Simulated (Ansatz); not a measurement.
PbO

The computed numbers are results of r²SCAN, scalar-relativistic (no spin polarisation) in the plane-wave PAW code Ansatz at 500 eV, 6×6×4 k-mesh, Gaussian smearing of 0.05 eV; PAW files: Ansatz's generated set soft_2.

```
Pb O
1.0
     3.98756    0.00000    0.00000
     0.00000    3.98756    0.00000
     0.00000    0.00000    5.34560
Pb O
2 2
Direct
  0.50000 0.00000 0.22225
  0.00000 0.50000 0.77775
  0.00000 0.00000 0.00000
  0.50000 0.50000 0.00000
```

The Crystallography Open Database holds a cell of this formula and space group, from which this one stands far in volume, proportions or bonds. The database's entry of this formula in the relaxed cell's space group, P4/nmm, has axes of 3.967 × 3.967 × 4.992 Å and 19.64 Å³/atom (1985), the relaxed one 3.988 × 3.988 × 5.346 Å and 21.25.

At this volume the pressure is -0.04 GPa.

The cell has space group P4/nmm (read at 0.01 Å). In it the stress is -0.04, -0.04, -0.03, 0.00, 0.00, 0.00 GPa and the largest force component 0.000 eV/Å. Each change below starts from this cell, without further relaxation. Stress is in GPa, positive in compression, in the order xx, yy, zz, yz, xz, xy; energies are counted from the cell above.

Problem. What happens when atom 3 (O) is moved by 0.20 Å along z?

Solution. The energy changes by 161.9 meV per cell, and the force on it along the shift is -1.598 eV/Å (−F/u = 7.99 eV/Å²). Stress: 3.69, -2.07, -0.08, 0.00, 0.00, 0.00. The gap on the mesh goes from 1.85 eV to 1.76 eV.
```tsv
atom	Fx (eV/Å)	Fy	Fz
Pb1	0.000	0.000	1.077
Pb2	0.000	0.000	0.742
O3	0.000	0.000	-1.598
O4	0.000	0.000	-0.221
```
In a harmonic crystal the energy would rise by −½F·u = ½ × 7.99 × 0.20² eV = 159.8 meV, which matches.

Problem. What stress follows from an engineering strain of 2 % in yz, atoms carried along?

Solution. -0.03, 0.03, 0.00, -0.74, 0.00, 0.00 GPa; the energy changes by 3.9 meV per cell.
```tsv
atom	Fx (eV/Å)	Fy	Fz
Pb1	0.000	-0.121	0.006
Pb2	0.000	0.121	-0.006
O3	0.000	-0.064	0.005
O4	0.000	0.064	-0.005
```
The change of the stress over the strain gives a clamped-atom stiffness of about 37 GPa for this component.
In a harmonic crystal the energy would rise by V(½Cε² − σ₀ε), with σ₀ the stress of the unstrained cell, = 3.9 meV, which matches.

Problem. All atoms and the cell are disturbed at random:
```xyz
4
Lattice="4.0162 -0.0081 -0.0113 -0.0081 4.0291 0.0374 -0.0152 0.0502 5.3991" Properties=species:S:1:pos:R:3 pbc="T T T"
Pb    2.0194   -0.0119    1.2365
Pb    0.0021    2.0678    4.1784
O    -0.0303    0.0212   -0.0104
O     2.0018    1.9940    0.0206
```
Give the energy change, the stress and the forces.

Solution. 83.7 meV per cell; stress -3.68, -3.52, -4.62, -0.37, 0.11, 0.21 GPa. The gap on the mesh goes from 1.85 eV to 1.69 eV.
| atom | Fx (eV/Å) | Fy | Fz |
| --- | --- | --- | --- |
| Pb1 | -0.054 | -0.004 | -1.045 |
| Pb2 | -0.092 | 0.028 | 1.002 |
| O3 | 0.182 | -0.197 | 0.052 |
| O4 | -0.037 | 0.173 | -0.009 |

Semilocal functionals underestimate band gaps, commonly by a third or more. No spin–orbit coupling, a notable omission for heavy elements. The structure is layered, and this functional has no dispersion term, so the layers' spacing is poorly fixed, often too long, and so is what hangs on it.
